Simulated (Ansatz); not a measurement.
## Al3Cl: start and end of a relaxation

Recipe of this trial structure of Al3Cl: random cell by space group and Wyckoff sites (R-3m, No. 166). Lengths were set from tabulated atomic sizes, so they are only a guess.

start.cif

```cif
data_structure
_symmetry_space_group_name_H-M 'P 1'
_symmetry_Int_Tables_number 1
_cell_length_a 5.1879
_cell_length_b 5.1879
_cell_length_c 5.1879
_cell_angle_alpha 57.295
_cell_angle_beta 57.295
_cell_angle_gamma 57.295
_cell_volume 92.58
loop_
_atom_site_label
_atom_site_type_symbol
_atom_site_fract_x
_atom_site_fract_y
_atom_site_fract_z
_atom_site_occupancy
Al1 Al 0.50000 0.50000 0.00000 1
Al2 Al 0.00000 0.50000 0.50000 1
Al3 Al 0.50000 0.00000 0.50000 1
Cl1 Cl 0.00000 0.00000 0.00000 1
```

Theory: DFT PBE, scalar-relativistic, plane waves, PAW in Ansatz. Cutoff 420 eV, Gaussian smearing, Γ-centred meshes. Cell and atoms relax first on a coarse mesh and then on a finer one. In between, the cell is made exact in the group found at 0.06 Å. In metals the finer mesh still leaves noise of several meV/atom or more. The steps can't lower the symmetry of their start. No spin polarisation.

end.cif

```cif
data_structure
_symmetry_space_group_name_H-M 'P 1'
_symmetry_Int_Tables_number 1
_cell_length_a 4.3404
_cell_length_b 4.3404
_cell_length_c 4.3404
_cell_angle_alpha 90.000
_cell_angle_beta 90.000
_cell_angle_gamma 90.000
_cell_volume 81.77
loop_
_atom_site_label
_atom_site_type_symbol
_atom_site_fract_x
_atom_site_fract_y
_atom_site_fract_z
_atom_site_occupancy
Al1 Al 0.50000 0.00000 0.50000 1
Al2 Al 0.50000 0.50000 0.00000 1
Al3 Al 0.00000 0.50000 0.50000 1
Cl1 Cl 0.00000 0.00000 0.00000 1
```

The symmetry goes from R-3m (No. 166) to Pm-3m (No. 221). The volume per atom shrinks by 11.7 %, from 23.1 to 20.4 Å³. The shortest distance goes from 2.49 Å (Al–Cl and Al–Al) to 3.07 Å (Al–Cl and Al–Al). The energy falls by about 0.65 eV/atom (the start's value is from the coarse mesh). The end is written in a standard setting, so origin, axes and order of atoms can differ from the start's.

* Volume per atom: 20.44 Å³
* Density: 2.36 g/cm³
* Energy over the elements: +0.24 eV/atom
* Gap on the 12×12×12 mesh of the 4-atom cell: 0 eV (a metal)

Formation energies are uncorrected and refer to the elements' standard structures at the same level (Cl₂ as a molecule). It can't be a ground state, since the elements alone are lower.

The last run used Gaussian smearing of 0.10 eV. Symmetry constrained the relaxation, so the result can be a saddle point. In all, the 3 runs took 64 s on 1 thread of Arm Neoverse V2, with other jobs on the host. Another cell of Al3Cl relaxed alike, in P-6m2, lies 297 meV/atom lower, so this cell isn't the stable form at this level.
